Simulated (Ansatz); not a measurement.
**Fe: do energies and stresses tell the same story?**

Computed with DFT r2SCAN, scalar-relativistic, plane waves, PAW in Ansatz.

Plane waves to 500 eV, a k mesh through Γ of 20×20×20 on the computed 1-atom cell and Gaussian smearing (0.10 eV); collinear spin from starting moments 3.09 μB.

Relaxed cell: Im-3m, a = 2.867 Å, b = 2.867 Å, c = 2.867 Å, α = 90.00°, β = 90.00°, γ = 90.00°, 1 atom in the primitive cell.

Energies at zero smearing and pressures from the stress tensor, at volumes with shape and atoms relaxed:
```csv
V (Å³/atom),E − E(first) (meV/atom),P (GPa)
11.070,0.00,12.78
11.423,-21.04,6.25
11.777,-28.01,-0.02
12.130,-21.51,-5.40
12.483,-4.85,-9.44
```

Q: Check P = −dE/dV between neighbouring volumes, and get the bulk modulus from the pressures alone.

A: With 1 eV/Å³ = 160.2 GPa:
```
middle V (Å³/atom)  −ΔE/ΔV (GPa) mean P (GPa)
            11.247         9.542         9.514
            11.600         3.161         3.112
            11.953        -2.946        -2.714
            12.307        -7.555        -7.420
```

The two differ by 0.23 GPa at most. The mean of two end pressures misses the average over a step by about ΔV² P″/12, up to 0.13 GPa here; with that taken off 0.14 GPa remains. The stress is the derivative of the free energy, not of the energy at zero smearing, and with free energies 0.05 GPa remains. Around V = 11.777 Å³/atom, the two neighbours give B = −V ΔP/ΔV = 11.777 × 11.65 / 0.707 = 194.2 GPa, against B0 = 190.3 GPa from the Birch–Murnaghan fit of the energies.

The state reached may not be the lowest one.

Only this magnetic start was tried.

Cost: 6 runs of about 2.5 core-minutes in all, on Arm Neoverse V2 (shared hosts).